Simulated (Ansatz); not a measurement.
# How much do the gradients of Mg₇SiN₆ depend on the method?

Cell: a computed structure from the Materials Project (it need not be an observed phase), atoms as given.

Space group Ibam (No. 72); a = 5.4958, b = 10.2897, c = 11.5142 Å.

| site | Wyckoff | site symmetry | x | y | z |
| --- | --- | --- | --- | --- | --- |
| Mg1 | 8j | ..m | 0.2187 | 0.4579 | 0.5000 |
| Mg5 | 16k | 1 | 0.3948 | 0.2711 | 0.1200 |
| Mg13 | 4b | 222 | 0.0000 | 0.5000 | 0.2500 |
| Si | 4a | 222 | 0.0000 | 0.0000 | 0.7500 |
| N17 | 16k | 1 | 0.3063 | 0.3948 | 0.3280 |
| N25 | 8j | ..m | 0.1292 | 0.3445 | 0.0000 |

One atom of each set is listed; the run and its k-mesh use a cell of 28 atoms with edges of 8.20, 8.20, 8.20 Å.

First run. Level of theory: DFT, PBE, plane waves and PAW, scalar-relativistic, 420 eV cutoff, Γ-centred 6×6×6 k-points, Fermi–Dirac smearing 0.02 eV (Ansatz 0.2.0).

```json
{"site": "Mg1", "V_zz (10²¹ V/m²)": "2.33", "η": "0.25"}
{"site": "Mg5", "V_zz (10²¹ V/m²)": "-1.69", "η": "0.73"}
{"site": "Mg13", "V_zz (10²¹ V/m²)": "-2.21", "η": "0.49"}
{"site": "Si", "V_zz (10²¹ V/m²)": "2.06", "η": "0.19"}
{"site": "N17", "V_zz (10²¹ V/m²)": "1.59", "η": "0.65"}
{"site": "N25", "V_zz (10²¹ V/m²)": "-0.93", "η": "0.64"}
```

Second run. The same atoms and settings, except that the functional is r2SCAN and the cutoff is 500 eV.

Problem. Given the first result, estimate the second.

Solution. 

| site | V_zz | η | change of V_zz |
| --- | --- | --- | --- |
| Mg1 | 2.43 | 0.24 | +0.10 |
| Mg5 | -1.75 | 0.76 | -0.06 |
| Mg13 | -2.30 | 0.51 | -0.09 |
| Si | 2.10 | 0.19 | +0.04 |
| N17 | 1.70 | 0.62 | +0.11 |
| N25 | -0.99 | 0.61 | -0.06 |

The largest change of V_zz is on N17, from 1.59 to 1.70. In per cent, |V_zz| changes by +3 to +4 on Mg, +2 on Si, +7 on N (all sites that start above 0.5).
